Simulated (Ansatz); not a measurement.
Cu Kα1 powder pattern (kinematic, no thermal factors).
2θ (°) (relative intensity): 10.72 (9), 21.54 (3), 32.55 (52), 33.23 (15), 33.83 (100), 36.16 (21), 37.82 (36), 41.98 (93), 43.88 (2), 44.41 (9), 49.87 (1), 52.86 (22), 58.99 (39), 62.72 (19), 68.18 (6), 69.01 (39), 69.41 (2), 69.76 (13), 70.00 (20), 71.18 (3), 72.23 (6), 73.86 (2), 75.01 (17), 76.35 (2), 76.73 (2), 81.68 (1), 83.17 (6), 85.48 (2), 86.41 (2)

The pattern is computed from a structure relaxed with DFT PBE, scalar-relativistic, plane waves, PAW (Ansatz 0.2.0). No spin polarisation. Its elements are Hf, N, Ta.

Task: Give the structure.

Result: Hf2TaN2.
Space group R-3m:H (No. 166). a = 3.129 Å, b = 3.129 Å, c = 24.737 Å, α = 90.00°, β = 90.00°, γ = 120.00°
| atom | site | symmetry | x | y | z |
| --- | --- | --- | --- | --- | --- |
| Hf | 6c | 3m | 0.6667 | 0.3333 | 0.8949 |
| Ta | 3a | -3m | 0.0000 | 0.0000 | 0.0000 |
| N | 6c | 3m | 0.0000 | 0.0000 | 0.7173 |

A pattern alone doesn't exclude other cells with like lines; this is the one computed.

The structure comes from a generated guess; another structure or a mixture of phases may lie lower.
